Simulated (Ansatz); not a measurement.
PbO2 (rutile, P4_2/mnm) at seven volumes, DFT-PBE in the program Ansatz with PAW potentials, shape and atoms relaxed at each. One row is withheld.

| V (Å³/atom) | P (GPa) |
|---|---|
| 13.486 | 13.21 |
| 13.931 | 7.89 |
| 14.375 | ? |
| 14.820 | 0.00 |
| 15.265 | -2.87 |
| 15.709 | -5.14 |
| 16.154 | -6.87 |

**Question.** Fit the shown pressures and predict the withheld one.

**Answer.** P = (3/2)B₀(x^(7/2) − x^(5/2))[1 + (3/4)(B′ − 4)(x − 1)] with x = (V₀/V)^(2/3). Least squares on the six rows gives V₀ = 14.818 Å³/atom, B₀ = 105 GPa, B′ = 6.23. At V = 14.375, x = 1.0204 and P = 3.50 GPa. The run itself gave 3.52 GPa.

The cell was relaxed with PBE under the symmetry of its start. Spin–orbit coupling is left out wherever it is not named.

Potentials: the later of the program's two PAW sets.
